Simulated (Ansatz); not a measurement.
Consider the following.

NiAu:
```yaml
crystal:
  lattice:
    - [1.40550, 0.81147, 4.22755]
    - [-1.40550, 0.81147, 4.22755]
    - [0.00000, -1.62293, 4.22755]
  atoms:
    - { symbol: Au, position: [0.00000, 0.00000, 0.00000] }
    - { symbol: Ni, position: [0.50000, 0.50000, 0.50000] }
```
The run is spin-polarised; directions of the spins, atom by atom: 0 ↑.

This is the r²SCAN-relaxed structure.

Task: All from the program Ansatz at the r²SCAN level (PAW), unless another level is named. Give the formation energy from the elements (no fitted shifts).

Result: 0.20 eV/atom.

Task: Give the density of states at the Fermi level.

Result: 0.74 states/eV per atom (mean over ±0.08 eV).

Space group R-3m. The start of the workflow was typed in or built on a structure type; neither database checked (COD, Materials Project) lists it. Its standing as an ambient phase is unchecked. Symmetry was held in the r²SCAN relaxation; whether a distortion lowers the energy is not shown. The final state is ferromagnetic, the only order run, not a proven ground state. The cell computed holds one magnetic atom, so no antiferromagnetic order was within reach. Its formation energy is positive at this level, so the cell may be metastable or incomplete. Other orbital occupations within this spin state were not tried. The references are the lowest solids computed at this level, not always the standard phases. Spin–orbit coupling is left out wherever it is not named.

Potentials: the earlier of the program's two PAW sets. The files were generated under PBE; for other functionals the program regenerates the frozen cores, and for LDA and PBEsol the local potential too.
